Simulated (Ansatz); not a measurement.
## Property card for TiAl

TiAl:
```cif
data_AlTi
_chemical_formula_sum 'Ti1 Al1'
_space_group_name_H-M_alt 'P 1'
_space_group_IT_number 1
_cell_length_a 3.12435
_cell_length_b 3.12435
_cell_length_c 3.12435
_cell_angle_alpha 90.000
_cell_angle_beta 90.000
_cell_angle_gamma 90.000
loop_
_space_group_symop_operation_xyz
  'x, y, z'
loop_
_atom_site_label
_atom_site_type_symbol
_atom_site_fract_x
_atom_site_fract_y
_atom_site_fract_z
_atom_site_occupancy
Ti1 Ti 0.00000 0.00000 0.00000 1
Al1 Al 0.50000 0.50000 0.50000 1
```

Space group Pm-3m (No. 221), CsCl type; conventional cell a = b = c = 3.1243 Å, α = β = γ = 90.00°.

Method: LDA in the plane-wave PAW code Ansatz. Structure relaxed to zero pressure with the same functional. Other levels are named where they apply.

### Cell and energy

- Volume per atom = 15.25 Å³
- Density = 4.08 g/cm³
- Formation energy from the elements (no fitted shifts) = -0.27 eV/atom

### Electronic structure

* **Electronic character**: metallic (no gap)
* **Density of states at the Fermi level**: 1.3 states/eV per atom (mean over ±0.08 eV)

### Mechanics

- Bulk modulus (Birch–Murnaghan fit) = 125 GPa
- Pressure derivative B′ = 4.0
- Elastic constants (relaxed ions, GPa) = C11 = 80.0, C12 = 148, C44 = 77.2
- Mechanical stability = unstable (C has a negative eigenvalue)

### Phonons

* **Highest zone-centre frequency**: 328 cm^-1
* **Zone-centre stability**: no imaginary mode at Γ

The first step of the workflow began from a Materials Project structure, measured or hypothetical; the Crystallography Open Database copy checked does not list it. With Ti and Al taken as one species the cell has the higher symmetry Im-3m, so it may be an ordered model of a mixed-site phase. It is not the phase usual at ambient conditions (space group No. 123). Symmetry was held in the LDA relaxation. No spin polarisation was allowed. As this level gives no gap, shear constants depend on the k-mesh and smearing (Fermi–Dirac, 0.1 eV here). As this level gives no gap, phonon frequencies hold no LO–TO term and depend on the k-mesh and smearing (Fermi–Dirac, 0.1 eV here). The references are the lowest solids computed at this level, not always the standard phases.

Potentials: the earlier of the program's two PAW sets.
